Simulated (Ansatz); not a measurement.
**Electric field gradients in GePt at a changed volume**

The cell is a COD entry, relaxed with PBE at fixed cell and then changed (volume scaled by 0.96, ions relaxed).

Space group Pnma (No. 62); a = 5.6545, b = 3.6510, c = 6.0057 Å.

| site | Wyckoff | site symmetry | x | y | z |
| --- | --- | --- | --- | --- | --- |
| Ge | 4c | .m. | 0.8195 | 0.7500 | 0.5876 |
| Pt | 4c | .m. | 0.9943 | 0.7500 | 0.1885 |

One atom of each set is listed.

The numbers come from a DFT calculation in Ansatz (PBE, plane waves and PAW, scalar-relativistic, 420 eV cutoff, Γ-centred 8×13×8 k-points, Fermi–Dirac smearing 0.05 eV).

Conventions: |V_zz| ≥ |V_yy| ≥ |V_xx|, η = (V_xx − V_yy)/V_zz, C_Q = eQV_zz/h.

⁷³Ge: I = 9/2, Q = -196.0 mb. Quadrupole moments are those of Pyykkö's year-2017 table.

```
site  atoms                               first shell  V_zz (10²¹ V/m²)     η  C_Q (MHz)
  Ge      4       6 Pt at 2.48–2.62 Å, 2 Ge at 2.93 Å              6.33  0.98      -30.0
  Pt      4  6 Ge at 2.48–2.62 Å, 4 Pt at 2.91–2.92 Å              4.18  0.64          –
```

Pt has no stable isotope with a ground-state quadrupole moment in the table, so no C_Q is given.

With no gap above 0.1 eV, as in a metal, the gradients converge slowly in k; expect changes of a tenth or more on a denser mesh. Spin–orbit coupling is left out, which shifts gradients on Pt by a few per cent in wide-gap crystals, and can shift them far more where the calculated gap is small or absent, as here. At this changed cell the PBE pressure is 15 GPa. Where η is near 1 the sign of V_zz means little.
